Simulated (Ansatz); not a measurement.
With DFT-PBEsol in the program Ansatz with PAW potentials, AlP in the hexagonal phase (P6_222; Al on 3d, P on 3c) relaxes to a = 3.821 Å, c = 8.633 Å. Against the elements it lies at -0.40 eV/atom, with no fitted shifts.

The Kohn–Sham gap is 0.84 eV (indirect). The valence maximum lies at Γ and the conduction minimum at M (3 equivalent valleys). The electron mass is 0.14, 0.40, 1.5 mₑ (principal values). The hole mass is 0.15, 7.9, 7.9 mₑ (principal values).

An equation-of-state fit gives a bulk modulus of 95.7 GPa. The relaxed-ion elastic constants in GPa are C11 = 157, C12 = 55.6, C13 = 66.2, C33 = 182, C44 = 50.0. The elastic constants imply a Debye temperature near 552 K. Perturbation theory gives ε∞ = 12.6 (xx = yy), 14.0 (zz). Letting the ions move raises it to ε0 = 21.8 (xx = yy), 18.0 (zz). Born charges are Al +2.70, P -2.70 e. Without the LO–TO term the highest mode at Γ lies at 14.03 THz.

The start of the workflow was typed in or built on a structure type; neither database checked (COD, Materials Project) lists it. It is not the phase usual at ambient conditions (space group No. 216). The cell was relaxed with PBEsol under the symmetry of its start; whether a distortion lowers the energy is not shown. The references are the lowest solids computed at this level, not always the standard phases.

Potentials: the earlier of the program's two PAW sets. The files were generated under PBE; for other functionals the program regenerates the frozen cores, and for LDA and PBEsol the local potential too.
